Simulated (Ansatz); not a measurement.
C in space group P6_122 (No. 178; C on 6b) under volume change, r²SCAN in the plane-wave PAW code Ansatz, shape and atoms relaxed at each volume.

```json
[
 {"V (Å³/atom)": "5.604", "E − E(relaxed) (meV/atom)": "72.7", "P (GPa)": "45.23"},
 {"V (Å³/atom)": "5.789", "E − E(relaxed) (meV/atom)": "30.8", "P (GPa)": "27.99"},
 {"V (Å³/atom)": "5.973", "E − E(relaxed) (meV/atom)": "7.3", "P (GPa)": "13.02"},
 {"V (Å³/atom)": "6.158", "E − E(relaxed) (meV/atom)": "0.0", "P (GPa)": "0.01"},
 {"V (Å³/atom)": "6.343", "E − E(relaxed) (meV/atom)": "6.7", "P (GPa)": "-11.29"},
 {"V (Å³/atom)": "6.528", "E − E(relaxed) (meV/atom)": "25.5", "P (GPa)": "-21.09"},
 {"V (Å³/atom)": "6.712", "E − E(relaxed) (meV/atom)": "54.8", "P (GPa)": "-29.60"}
]
```

**Question.** What does a third-order Birch–Murnaghan fit give for V₀, B₀ and B′?

**Answer.** V₀ = 6.16 Å³/atom, B₀ = 403 GPa, B′ = 3.7.

The start of the workflow was typed in or built on a structure type; neither database checked (COD, Materials Project) lists it. It is not the phase usual at ambient conditions (space group No. 194, 227). Symmetry was held in the r²SCAN relaxation; its stability against distortions is not shown here.

Potentials: the later of the program's two PAW sets.
